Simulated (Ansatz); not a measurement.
Re (dhcp (α-La type), P6_3/mmc) at seven volumes, PBE (plane waves, PAW; program Ansatz), shape and atoms relaxed at each. One row is withheld.

```
V (Å³/atom)  P (GPa)
-----------  -------
13.595         42.36
14.043             ?
14.491         11.89
14.940          0.00
15.388        -10.08
15.836        -18.62
16.284        -25.84
```

### Question
Fit the shown pressures and predict the withheld one.

### Answer
P = (3/2)B₀(x^(7/2) − x^(5/2))[1 + (3/4)(B′ − 4)(x − 1)] with x = (V₀/V)^(2/3). Least squares on the six rows gives V₀ = 14.940 Å³/atom, B₀ = 364 GPa, B′ = 4.47. At V = 14.043, x = 1.0421 and P = 25.89 GPa. The run itself gave 25.89 GPa.

The cell is a constructed one: a structure type filled with these elements. Its sites differ from those of the usual phase in this space group: another stacking or structure type. The PBE relaxation kept the symmetry of its start; of distortions, only those at the zone centre were tested. No spin polarisation was allowed. Scalar-relativistic: spin–orbit coupling is off unless named, which matters more the heavier the elements.

Potentials: the later of the program's two PAW sets.
